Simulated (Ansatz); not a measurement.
MoS (CsCl type, Pm-3m) at seven volumes, the program Ansatz at the PBE level (PAW), scaled uniformly. One row is withheld.

```
V (Å³/atom)  P (GPa)
-----------  -------
12.352         25.20
12.759             ?
13.166          6.99
13.574          0.00
13.981         -5.88
14.388        -10.81
14.795        -14.95
```

### Question
Fit the shown pressures and predict the withheld one.

### Answer
Third-order Birch–Murnaghan: P = (3/2)B₀(x^(7/2) − x^(5/2))[1 + (3/4)(B′ − 4)(x − 1)] with x = (V₀/V)^(2/3). Least squares on the six rows gives V₀ = 13.574 Å³/atom, B₀ = 213.1 GPa, B′ = 4.78. At V = 12.759, x = 1.0421 and P = 15.30 GPa. The run itself gave 15.30 GPa.

The cell is a constructed one: a structure type filled with these elements; neither database checked (COD, Materials Project) lists it. Whether it is the stable phase at ambient conditions was not checked. Symmetry was held in the PBE relaxation; its stability against distortions is not shown here. No spin polarisation was allowed.

Potentials: the earlier of the program's two PAW sets.
